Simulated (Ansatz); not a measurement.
A relaxation computed with Ansatz, from input to last step.

```yaml
crystal:
  lattice:
    - [6.45212, 0.246429, 0.275834]
    - [0.246429, 6.257687, 0.238667]
    - [0.275834, 0.238667, 5.97352]
  atoms:
    - { symbol: Si, position: [0.1716204368, 0.6749344898, 0.6247577126] }
    - { symbol: Si, position: [0.5254973985, 0.9786891134, 0.4229706251] }
    - { symbol: Si, position: [0.1769417094, 0.3512407134, 0.3648115151] }
    - { symbol: Si, position: [0.8622965049, 0.605829744, 0.2484023189] }
    - { symbol: Si, position: [0.7708424629, 0.2570680432, 0.6623601905] }
    - { symbol: Si, position: [0.620062686, 0.6172407149, 0.7683679037] }
    - { symbol: Si, position: [0.0400556032, 0.2820820429, 0.8874834018] }
    - { symbol: Si, position: [0.4662138945, 0.1486610896, 0.0248256589] }
    - { symbol: Si, position: [0.2144134408, 0.8428419379, 0.0754821569] }
    - { symbol: "N", position: [0.1793153536, 0.3968902321, 0.6348353685] }
    - { symbol: "N", position: [0.9925418288, 0.362726816, 0.1718139631] }
    - { symbol: "N", position: [0.7372821401, 0.0279147836, 0.5522509422] }
    - { symbol: "N", position: [0.2386628163, 0.0833457985, 0.9290606999] }
    - { symbol: "N", position: [0.4065384236, 0.2225183855, 0.2990793159] }
    - { symbol: "N", position: [0.0892291945, 0.7325361752, 0.3383811734] }
    - { symbol: "N", position: [0.7776237852, 0.5307711623, 0.5297237624] }
    - { symbol: "N", position: [0.5098987687, 0.8663991856, 0.1422478789] }
    - { symbol: "N", position: [0.6826336259, 0.7218768179, 0.042633927] }
    - { symbol: "N", position: [0.5762547336, 0.3610676512, 0.8642631614] }
    - { symbol: "N", position: [0.4179977358, 0.7833397208, 0.6191885457] }
    - { symbol: "N", position: [0.0835570907, 0.7143876868, 0.8965592466] }
  symmetry: { detect: false }
basis:
  ecutwfc: 420
kpoints:
  mp_grid: { grid: [2, 2, 2], shift: [0.5, 0.5, 0.5] }
hamiltonian:
  xc: pbe
scf:
  occupations: { method: gaussian, width: 0.1 }
  lower_state_search: "off"
output:
  forces: true
  stress: true
  eigenvalues: true
relax:
  adjacent_minimum: "off"
  f_tol: 0.04
  max_steps: 70
  cell: { stress_tol: 0.3 }
```

```bash
ansatz run input.yaml --threads 2 --pin off --max-ram 5120MiB --backend cpu --events-out ev --progress --plain --runs-dir out
```

Computed with DFT PBE, scalar-relativistic, plane waves, PAW in Ansatz 0.2.0.

Of 24 frames 9 are shown, positions in Å and forces in eV/Å; the SCF threshold varies from step to step. Steps run on the plane waves of an earlier cell, with a Pulay correction in the pressure. The basis is chosen afresh for the last frame, the zero of the energies, and can be on the way; energy and pressure step there, also at an unchanged geometry. Here that happened at step 19 (-4 meV/atom, 0.4 GPa); the frames before carry an error of that size. The mark taken_back stands on steps that the optimiser undid.

```xyz
21
Lattice="6.4521 0.2464 0.2758 0.2464 6.2577 0.2387 0.2758 0.2387 5.9735" Properties=species:S:1:pos:R:3:forces:R:3 pbc="T T T" step=1 free_energy_over_end_meV_per_atom=144.37 pressure_GPa=0.07
Si    1.4460    4.4149    3.9404    0.7360    0.8670    0.7410
Si    3.7484    6.3548    2.9052    0.1960   -0.2540    2.2360
Si    1.3288    2.3286    2.3118    0.0840    0.1430   -0.2560
Si    5.7815    4.0629    1.8663    0.0760    0.6280   -0.5850
Si    5.2196    1.9567    4.2306   -0.2860    0.0210   -0.0110
Si    4.3648    4.1987    4.9082   -0.8810    2.2470   -0.7210
Si    0.5728    1.9869    5.3798    1.2930   -0.3820   -0.5600
Si    3.0516    1.0511    0.3124   -0.8590    2.0100   -1.1040
Si    1.6119    5.3451    0.7112   -1.2570   -1.6500   -0.6280
N     1.4299    2.6793    3.9364   -0.1580    0.6180    0.4440
N     6.5408    2.5554    1.3867    0.1120   -0.4540    0.0370
N     4.9162    0.4882    3.5089   -0.2400    0.0470   -0.6310
N     1.8167    0.8021    5.6355   -0.1400    0.9960    0.9580
N     2.7604    1.5640    1.9518    0.4920   -1.2430   -0.1850
N     0.8496    4.6867    2.2208    0.9200    0.2530   -0.9380
N     5.2942    3.6395    3.5055   -0.8430   -0.7230    0.3910
N     3.5427    5.5813    1.1971    1.2220    0.5720   -0.7780
N     4.5941    4.6957    0.6153   -0.4130   -0.3200    0.8780
N     4.0454    2.6077    5.4078   -0.6640   -2.4330    0.4910
N     3.0608    5.1527    4.0010    0.5580   -0.5950   -0.4050
N     0.9625    4.7050    5.5492    0.0530   -0.3490    0.6260
21
Lattice="6.7811 0.1324 0.0096 0.1277 6.4838 0.2886 0.0533 0.3136 5.5753" Properties=species:S:1:pos:R:3:forces:R:3 pbc="T T T" step=4 free_energy_over_end_meV_per_atom=23.39 pressure_GPa=-0.17
Si    1.3395    4.6738    3.6772   -0.1910    0.2610   -0.2930
Si    3.7612    6.4635    2.7633    0.1190   -0.1420   -0.2350
Si    1.3572    2.2930    2.1710    0.1030   -0.6610    0.0080
Si    6.0079    4.1925    1.5524    0.6090    0.0440    0.2070
Si    5.3142    1.9712    3.8120   -1.8220   -0.2700   -1.2100
Si    4.2939    4.2593    4.4586   -0.1490   -0.1500   -0.0530
Si    0.3747    2.1159    4.9619    1.5780    0.1570    1.1260
Si    3.0965    1.0609    0.1638    0.2180   -0.2360   -0.0100
Si    1.5085    5.5296    0.5992   -0.3480   -0.3390    0.3230
N     1.3013    2.9415    3.7046    0.0200    0.0300   -0.2570
N     6.8598    2.6280    1.0639    0.3730    0.1420   -0.1090
N     5.0940    0.4899    3.0459    0.0360    0.3270    0.2310
N     1.5835    0.9248    5.2531   -0.1680    0.3240   -0.3810
N     2.7307    1.3709    1.8594   -0.4670    0.2420    0.1160
N     0.7278    5.0369    2.0699   -0.3090   -0.0100    0.0730
N     5.2903    3.6876    3.1105    0.1790   -0.2780    0.1080
N     3.6646    5.7666    0.9719    0.0600    0.1340    0.0240
N     4.6449    4.7411    0.4762   -0.1880    0.3240    0.1110
N     4.0135    2.5405    4.8990    0.2490    0.0980    0.1090
N     3.0207    5.2054    3.7089    0.0840    0.1720    0.2540
N     0.5913    5.0211    5.1238    0.0140   -0.1700   -0.1440
21
Lattice="6.8028 0.1331 0.0397 0.1273 6.5511 0.2996 0.0839 0.3276 5.5227" Properties=species:S:1:pos:R:3:forces:R:3 pbc="T T T" step=7 free_energy_over_end_meV_per_atom=8.75 pressure_GPa=0.06
Si    1.3565    4.7625    3.6198   -0.0310   -0.0100   -0.0470
Si    3.8231    6.4971    2.7612   -0.1090   -0.0660   -0.1620
Si    1.3792    2.2020    2.1976    0.1220   -0.1230    0.1260
Si    6.0650    4.2313    1.5808    0.1260    0.0030    0.0570
Si    5.3165    2.0254    3.8009   -0.3800   -0.0150   -0.2160
Si    4.2985    4.2905    4.4732    0.0270   -0.1140   -0.0090
Si    0.4648    2.1918    4.9170    0.2570    0.0340    0.2800
Si    3.1300    1.0002    0.1651    0.0740   -0.1340    0.0740
Si    1.3719    5.6290    0.5922    0.0720    0.0370    0.0990
N     1.3651    3.0249    3.6447    0.0140    0.0430   -0.1110
N     6.9974    2.7027    1.0918   -0.1280    0.1010   -0.1100
N     5.1036    0.5516    3.0601    0.0690    0.0680    0.1600
N     1.6360    0.9397    5.1365   -0.1180    0.0670   -0.1960
N     2.7016    1.2657    1.8614   -0.1390    0.0820    0.0260
N     0.6420    5.1879    2.0810   -0.0690    0.0140   -0.0630
N     5.3046    3.7183    3.1139    0.1710   -0.1080    0.0260
N     3.7675    5.8466    1.0019    0.0770   -0.1000    0.0230
N     4.6840    4.7940    0.5044   -0.0430    0.0940   -0.0300
N     4.0549    2.5760    4.9323    0.0820    0.1180    0.0550
N     3.0490    5.2690    3.7210   -0.0040    0.0280    0.1030
N     0.5763    5.0665    5.0633   -0.0690   -0.0190   -0.0870
21
Lattice="6.7735 0.1322 0.0744 0.1238 6.6185 0.3076 0.1163 0.3380 5.4771" Properties=species:S:1:pos:R:3:forces:R:3 pbc="T T T" step=10 free_energy_over_end_meV_per_atom=7.46 pressure_GPa=-0.09
Si    1.3514    4.8146    3.6029   -0.0020   -0.0670    0.0610
Si    3.7935    6.5494    2.7804   -0.0150    0.0080   -0.0360
Si    1.3814    2.2109    2.2063   -0.1110    0.0740   -0.0490
Si    6.0870    4.2980    1.5588   -0.0690   -0.0870   -0.0290
Si    5.3016    2.0676    3.7923    0.0270    0.0160   -0.0650
Si    4.3042    4.3280    4.4700    0.0310    0.0400   -0.0380
Si    0.5104    2.2110    4.8831   -0.0350   -0.0050   -0.0220
Si    3.1312    0.9925    0.1714   -0.0170   -0.0440    0.0230
Si    1.3909    5.6983    0.5865    0.0420    0.0170   -0.1510
N     1.4001    3.0807    3.6225   -0.0210    0.0400    0.0290
N     6.9933    2.7419    1.1160    0.0600   -0.0350    0.0090
N     5.0487    0.5775    3.1009    0.0300    0.0540    0.0480
N     1.6799    0.9468    5.0412   -0.0310    0.0000    0.0030
N     2.6448    1.2152    1.8615    0.0930   -0.0320   -0.0300
N     0.6507    5.2656    2.0704   -0.0420   -0.0450    0.0940
N     5.3158    3.7584    3.1101    0.0420   -0.0150    0.0030
N     3.7575    5.8957    1.0200   -0.0240   -0.0070    0.0210
N     4.6625    4.8478    0.5233   -0.0280    0.0590    0.0250
N     4.0793    2.6273    4.9620    0.0160    0.0160   -0.0370
N     3.0416    5.3174    3.7477    0.0370   -0.0350   -0.0240
N     0.5719    5.1380    5.0476    0.0170    0.0480    0.1670
21
Lattice="6.7032 0.1647 0.2175 0.1525 6.7473 0.3184 0.2508 0.3532 5.3731" Properties=species:S:1:pos:R:3:forces:R:3 pbc="T T T" step=13 free_energy_over_end_meV_per_atom=7.68 pressure_GPa=-0.15 taken_back
Si    1.3876    4.8827    3.6423   -0.1130   -0.0900    0.0890
Si    3.7594    6.7112    2.8639    0.0350    0.1140   -0.0180
Si    1.4207    2.3178    2.1892   -0.0610   -0.1020   -0.1950
Si    6.1907    4.4957    1.4810   -0.2920   -0.2260    0.6460
Si    5.3453    2.1767    3.7627   -0.1320    0.0610   -0.1570
Si    4.3806    4.4447    4.4636    0.0840   -0.1770    0.0880
Si    0.6312    2.1653    4.7907    0.1410   -0.0260    0.1690
Si    3.1215    1.0312    0.1942   -0.1190    0.1490   -0.0850
Si    1.6191    5.7822    0.6442   -0.2080    0.1320   -0.2570
N     1.4974    3.1623    3.6203    0.0070    0.0780    0.0140
N     6.9740    2.8073    1.2226   -0.0590   -0.0490    0.0070
N     4.9723    0.6464    3.1736    0.0760    0.1380    0.1170
N     1.8332    0.9316    4.9243   -0.1900   -0.0680    0.0890
N     2.6134    1.2260    1.8760   -0.0670   -0.0250    0.0180
N     0.7903    5.3493    2.0961   -0.0240   -0.0020    0.2660
N     5.3824    3.8882    3.1122    0.0210   -0.0480    0.0350
N     3.6653    5.9808    1.0899    0.3470    0.1110   -0.0140
N     4.5988    4.9606    0.6002   -0.1280   -0.0260   -0.0540
N     4.1539    2.7456    4.9582    0.1030   -0.1350    0.0340
N     3.0653    5.4454    3.8491   -0.0900   -0.0940    0.0230
N     0.6862    5.2541    5.1487    0.6690    0.2840   -0.8150
21
Lattice="6.7422 0.1487 0.1761 0.1390 6.7013 0.3117 0.2129 0.3451 5.3955" Properties=species:S:1:pos:R:3:forces:R:3 pbc="T T T" step=15 free_energy_over_end_meV_per_atom=4.79 pressure_GPa=-0.01 taken_back
Si    1.3995    4.8337    3.6314   -0.0990    0.0180   -0.0240
Si    3.7772    6.6537    2.8191   -0.0340    0.0400   -0.0510
Si    1.3790    2.2439    2.1927    0.0360    0.0410   -0.0610
Si    6.1880    4.4242    1.5052   -0.0670   -0.0100    0.0220
Si    5.3323    2.1509    3.7666    0.0240    0.0060   -0.0930
Si    4.3801    4.4147    4.4597    0.0750   -0.0430   -0.0350
Si    0.5809    2.1643    4.8095    0.0510   -0.0210    0.0540
Si    3.1174    1.0298    0.1711   -0.0410   -0.0410    0.0850
Si    1.5497    5.7553    0.6437    0.0670   -0.0010   -0.0040
N     1.4676    3.1134    3.6101   -0.0320   -0.0030    0.0370
N     6.9721    2.7578    1.1947    0.0340   -0.0050    0.0160
N     4.9948    0.6370    3.1491   -0.0160   -0.0010    0.0080
N     1.7767    0.9260    4.9523   -0.0420    0.0290   -0.0600
N     2.6107    1.2044    1.8601    0.0130   -0.0080    0.0140
N     0.7439    5.3228    2.1079    0.0200   -0.0050    0.0150
N     5.3838    3.8431    3.1062   -0.0310    0.0330    0.0420
N     3.7145    5.9616    1.0464    0.0860    0.1130    0.1340
N     4.6621    4.9586    0.5589   -0.1410   -0.1170   -0.0800
N     4.1395    2.7209    4.9627    0.0430   -0.0810   -0.0350
N     3.0747    5.3869    3.7918    0.0420   -0.0150   -0.0070
N     0.6906    5.1826    5.1250    0.0120    0.0720    0.0250
21
Lattice="6.7305 0.1469 0.1737 0.1364 6.7050 0.3140 0.2099 0.3473 5.3989" Properties=species:S:1:pos:R:3:forces:R:3 pbc="T T T" step=18 free_energy_over_end_meV_per_atom=4.35 pressure_GPa=0.00
Si    1.3787    4.8482    3.6357    0.0060    0.0020   -0.0050
Si    3.7699    6.6570    2.8261   -0.0170   -0.0140    0.0100
Si    1.3934    2.2676    2.1901   -0.0040    0.0080    0.0040
Si    6.1640    4.4254    1.5037    0.0080   -0.0100    0.0080
Si    5.3324    2.1441    3.7575   -0.0100    0.0120    0.0120
Si    4.3607    4.4027    4.4571   -0.0010   -0.0200    0.0010
Si    0.5842    2.1701    4.8145    0.0010   -0.0020    0.0040
Si    3.1186    1.0230    0.1784   -0.0060    0.0220   -0.0150
Si    1.5433    5.7633    0.6454    0.0020    0.0110    0.0020
N     1.4614    3.1272    3.6155    0.0060   -0.0130   -0.0010
N     6.9685    2.7664    1.1918    0.0150   -0.0100   -0.0040
N     4.9955    0.6262    3.1508    0.0070   -0.0090   -0.0240
N     1.7767    0.9318    4.9539    0.0020   -0.0070    0.0130
N     2.6160    1.2139    1.8655   -0.0020   -0.0080   -0.0100
N     0.7326    5.3302    2.1076    0.0110   -0.0060   -0.0010
N     5.3696    3.8408    3.1052   -0.0050    0.0170    0.0010
N     3.7056    5.9648    1.0554   -0.0010    0.0010    0.0050
N     4.6215    4.9292    0.5678   -0.0030    0.0130    0.0030
N     4.1401    2.7051    4.9549    0.0010   -0.0050    0.0070
N     3.0619    5.3887    3.7935    0.0010    0.0050    0.0010
N     0.6720    5.2043    5.1291   -0.0070    0.0130   -0.0110
21
Lattice="6.7451 0.1416 0.1779 0.1305 6.7371 0.3191 0.2146 0.3535 5.3842" Properties=species:S:1:pos:R:3:forces:R:3 pbc="T T T" step=21 free_energy_over_end_meV_per_atom=0.18 pressure_GPa=-0.29
Si    1.3835    4.8660    3.6289    0.0550   -0.0440    0.0310
Si    3.7702    6.6902    2.8301   -0.0570   -0.0190   -0.0090
Si    1.3951    2.2752    2.1882    0.0450   -0.0180    0.0260
Si    6.1828    4.4438    1.5032   -0.0280   -0.0180    0.0060
Si    5.3404    2.1591    3.7535    0.0220    0.0000    0.0010
Si    4.3715    4.4224    4.4554   -0.0170    0.0020    0.0060
Si    0.5869    2.1812    4.8041   -0.0020   -0.0270    0.0010
Si    3.1196    1.0273    0.1784   -0.0170   -0.0230   -0.0180
Si    1.5479    5.7864    0.6428    0.0040    0.0760   -0.0920
N     1.4691    3.1416    3.6115   -0.0020    0.0550   -0.0460
N     6.9858    2.7735    1.1952   -0.0090    0.0350    0.0130
N     4.9973    0.6429    3.1422    0.0190    0.0110    0.0120
N     1.7804    0.9390    4.9375    0.0200   -0.0850    0.0440
N     2.6102    1.2093    1.8644    0.0020   -0.0170    0.0140
N     0.7388    5.3493    2.1037   -0.0120   -0.0070    0.0410
N     5.3822    3.8578    3.1050    0.0070    0.0280   -0.0080
N     3.7083    5.9911    1.0593   -0.0260    0.0550    0.0260
N     4.6303    4.9568    0.5738   -0.0070   -0.0180   -0.0340
N     4.1498    2.7214    4.9525   -0.0060    0.0030    0.0080
N     3.0688    5.4134    3.7983   -0.0270   -0.0110   -0.0190
N     0.6714    5.2324    5.1172    0.0370    0.0220   -0.0050
21
Lattice="6.7397 0.1429 0.1811 0.1318 6.7374 0.3175 0.2176 0.3521 5.3804" Properties=species:S:1:pos:R:3:forces:R:3 pbc="T T T" step=24 free_energy_over_end_meV_per_atom=0.00 pressure_GPa=0.04
Si    1.3866    4.8647    3.6255   -0.0010    0.0040   -0.0070
Si    3.7668    6.6895    2.8302   -0.0080   -0.0050   -0.0080
Si    1.3988    2.2752    2.1847    0.0120    0.0040   -0.0130
Si    6.1782    4.4440    1.5041   -0.0150    0.0060    0.0060
Si    5.3401    2.1603    3.7557   -0.0010    0.0010   -0.0190
Si    4.3693    4.4216    4.4550   -0.0040    0.0110    0.0090
Si    0.5932    2.1803    4.7973    0.0110   -0.0020    0.0270
Si    3.1224    1.0232    0.1769   -0.0080    0.0000   -0.0060
Si    1.5430    5.7906    0.6386    0.0140    0.0050    0.0010
N     1.4740    3.1434    3.6051   -0.0070   -0.0150    0.0160
N     6.9838    2.7766    1.1956   -0.0090    0.0080   -0.0050
N     4.9890    0.6421    3.1534    0.0090    0.0110    0.0100
N     1.7854    0.9369    4.9325   -0.0190    0.0010   -0.0130
N     2.6089    1.2060    1.8627   -0.0010   -0.0040    0.0110
N     0.7393    5.3495    2.1021   -0.0150    0.0090   -0.0120
N     5.3802    3.8587    3.1049    0.0030   -0.0060    0.0050
N     3.7092    5.9950    1.0598   -0.0100    0.0020    0.0210
N     4.6244    4.9569    0.5758    0.0230   -0.0300   -0.0240
N     4.1509    2.7230    4.9565    0.0100   -0.0030   -0.0150
N     3.0680    5.4108    3.7943    0.0050    0.0030    0.0070
N     0.6717    5.2344    5.1106    0.0100   -0.0010    0.0080
```

The run took 2 min on 2 threads of Arm Neoverse V2, with other jobs on the host, peak memory 0.48 GiB.

The k mesh is coarse.